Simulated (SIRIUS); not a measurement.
SIRIUS run on SnSe (Pnma, 8 atoms in the cell; from Materials Project mp-691): self-consistent single point.

All values come from this method and carry its errors: PBE, PseudoDojo 0.5 stringent norm-conserving PBE (tails mended) pseudopotentials (plane waves; SIRIUS).

```xyz
8
Lattice="11.6645 0.0000 0.0000 0.0000 4.1262 0.0000 0.0000 0.0000 4.7009" Properties=species:S:1:pos:R:3 pbc="T T T"
Sn     7.2179     3.0947     1.7701
Sn     4.4466     1.0316     2.9308
Sn    10.2788     1.0316     4.1206
Sn     1.3856     3.0947     0.5803
Se     1.7328     1.0316     2.3936
Se     9.9317     3.0947     2.3073
Se     4.0995     3.0947     0.0432
Se     7.5650     1.0316     4.6578
```

Reference input (self-consistent single point, DFT, PBE, plane waves, GBRV PBE ultrasoft pseudopotentials): parameters.ngridk = 1 3 3; parameters.xc_functionals = [XC_GGA_X_PBE, XC_GGA_C_PBE]; parameters.gk_cutoff = 6.325 1/bohr; parameters.pw_cutoff = 14.143 1/bohr; parameters.smearing = fermi_dirac; parameters.smearing_width = 0.000367493 Ha; potentials = GBRV PBE ultrasoft pseudopotentials; parameters.electronic_structure_method = pseudopotential; parameters.num_bands = 48; parameters.num_mag_dims = 0; parameters.num_dft_iter = 100; parameters.energy_tol = 1e-07 Ha. This run's input differs from it in these lines:

```diff
@@ -14,4 +14,4 @@
     "xc_functionals": ["XC_GGA_X_PBE", "XC_GGA_C_PBE"],
-    "gk_cutoff": 6.325,
-    "pw_cutoff": 14.143,
+    "gk_cutoff": 10.198,
+    "pw_cutoff": 20.397,
     "ngridk": [1, 3, 3],
@@ -19,3 +19,3 @@
     "smearing_width": 0.000367493,
-    "num_bands": 48,
+    "num_bands": 110,
     "num_mag_dims": 0,
@@ -39,4 +39,4 @@
     "atom_files": {
-      "Sn": "sn_pbe_v1.4.uspp.F.UPF.json",
-      "Se": "se_pbe_v1.uspp.F.UPF.json"
+      "Sn": "Sn.upf.json",
+      "Se": "Se.upf.json"
     },
```

The program printed (abridged):

```
[find] density tolerance         : 1e-06
[find] total energy tolerance    : 1e-07
[find] iter_solver_tol (initial) : 0.01
[find] iter_solver_tol (target)  : 1e-13
[find] num_dft_iter              : 100
Charges and magnetic moments
--------------------------------------------------------------------------------
total charge          : 184.000000
[find] | SCF iteration   0 out of 100|
[diagonalize] iterative solver tolerance (occupied, empty): 0.01 0.01
[diagonalize] average number of iterations: 4.25
[find] Charges and magnetic moments
[find] total charge          : 184.000000
[find] Energy
   [... lines left out ...]

[find] Charges and magnetic moments
[find] total charge          : 184.000000
[find] Energy
[find] smearing (-TS)                 :      -0.00000000
[find] Total energy                   :   -2239.44718341 (Ha),   -4478.89436683 (Ry)
[find] Free energy (E-TS)             :   -2239.44718341 (Ha),   -4478.89436683 (Ry)
[find] band gap (eV)                  :       0.73552886
[find] Efermi                         :       0.36916316
[find] iteration : 15, RMS (target) : 6.7356e-07 (1.0000e-06) , energy difference (target) : -9.6406e-11 (1.0000e-07)
[find] bands are converged : true
[find] iterative solver converged : true
[find] converged after 16 SCF iterations!
[find] Charges and magnetic moments
[find] total charge          : 184.000000
[find] Energy
[find] smearing (-TS)                 :      -0.00000000
[find] Total energy                   :   -2239.44718341 (Ha),   -4478.89436683 (Ry)
[find] Free energy (E-TS)             :   -2239.44718341 (Ha),   -4478.89436683 (Ry)
[find] band gap (eV)                  :       0.73552886
[find] Efermi                         :       0.36916316
[ground_state] === stress tensor components [kbar] ===
[ground_state] === stress_total ===
[ground_state]   -20.971069    0.000000    0.000000
[ground_state]     0.000000  -25.213649    0.000000
[ground_state]     0.000000    0.000000   -5.738166
[ground_state] ==== total Forces in Ha/bohr =====
   [... lines left out ...]
[ground_state] atom:    3, force:       0.0004685     -0.0000000     -0.0006761
[ground_state] atom:    4, force:      -0.0023603      0.0000000     -0.0012535
[ground_state] atom:    5, force:       0.0023603     -0.0000000      0.0012535
[ground_state] atom:    6, force:       0.0023603      0.0000000     -0.0012535
[ground_state] atom:    7, force:      -0.0023603     -0.0000000      0.0012535
```

The run converged in 16 iterations. SIRIUS prints the stress tensor with tension positive. Against the reference run the pressure goes from 1.56 to 1.73 GPa and the largest force goes from 0.148 to 0.137 eV/Å.

The structure comes from a collection of computed structures, made at another level of theory; the collection holds predicted forms beside known ones.

Cost on one core: roughly 4 core-minutes.

The gap that the log prints is read on the run's mesh, which can miss the band edges or a crossing.

“Tails mended”: in these copies of the files the far tail of each local potential was reset to the Coulomb form.
